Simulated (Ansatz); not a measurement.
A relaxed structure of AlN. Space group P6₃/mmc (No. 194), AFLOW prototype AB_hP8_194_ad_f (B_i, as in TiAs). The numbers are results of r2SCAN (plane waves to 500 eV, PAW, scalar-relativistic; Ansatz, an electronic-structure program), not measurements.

```cif
data_Al4N4
_chemical_formula_sum 'Al4 N4'
_space_group_name_H-M_alt 'P 1'
_space_group_IT_number 1
_cell_length_a 2.84407
_cell_length_b 2.84407
_cell_length_c 9.49493
_cell_angle_alpha 90.000
_cell_angle_beta 90.000
_cell_angle_gamma 120.000
loop_
_space_group_symop_operation_xyz
  'x, y, z'
loop_
_atom_site_label
_atom_site_type_symbol
_atom_site_fract_x
_atom_site_fract_y
_atom_site_fract_z
_atom_site_occupancy
Al1 Al 0.33333 0.66667 0.12223 1
Al2 Al 0.66667 0.33333 0.62223 1
Al3 Al 0.66667 0.33333 0.87777 1
Al4 Al 0.33333 0.66667 0.37777 1
N1 N 0.00000 0.00000 0.00000 1
N2 N 0.00000 0.00000 0.50000 1
N3 N 0.33333 0.66667 0.75000 1
N4 N 0.66667 0.33333 0.25000 1
```

Problem. What band gap does r2SCAN give?

Solution. 5.50 eV, indirect (valence top at Γ, conduction bottom at M) (no spin-orbit coupling).

Problem. Estimate the smallest direct gap that r2SCAN returns for this input.

Solution. 6.09 eV at Γ.

No spin polarisation in the result.

The run could not lose the symmetry of its start.

The first start was generated by placing the elements on the sites of a structure type. Materials Project lists a structure of AlN in the same space group, P6₃/mmc (No. 194); the sites were not compared with it, nor with measured phases. Known forms of AlN include space group No. 186, 216.
